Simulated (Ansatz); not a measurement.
Here is the system:

AlOs:
```
AlOs
1.0
    2.97272     0.00000     0.00000
    0.00000     2.97272     0.00000
    0.00000     0.00000     2.97272
Al Os
1 1
Direct
  0.00000   0.00000   0.00000
  0.50000   0.50000   0.50000
```

This is the LDA-relaxed structure.

Task: All from DFT-LDA in the program Ansatz with PAW potentials, unless another level is named. Estimate the density of states at the Fermi level.

Result: 0.63 states/eV per atom (mean over ±0.08 eV).

Task: What about the formation energy from the elements (no fitted shifts)?

Result: -0.38 eV/atom.

Space group Pm-3m (CsCl type). The workflow started from a Materials Project entry (that database holds measured and hypothetical structures alike); the Crystallography Open Database copy checked does not list it. With Al and Os taken as one species the cell has the higher symmetry Im-3m, so it may be an ordered model of a mixed-site phase. Its standing as an ambient phase is unchecked. Symmetry was held in the LDA relaxation; of distortions, only those at the zone centre were tested. No spin polarisation was allowed. The references are the lowest solids computed at this level, not always the standard phases. Scalar-relativistic: spin–orbit coupling is off unless named, which matters more the heavier the elements.

Potentials: the later of the program's two PAW sets.
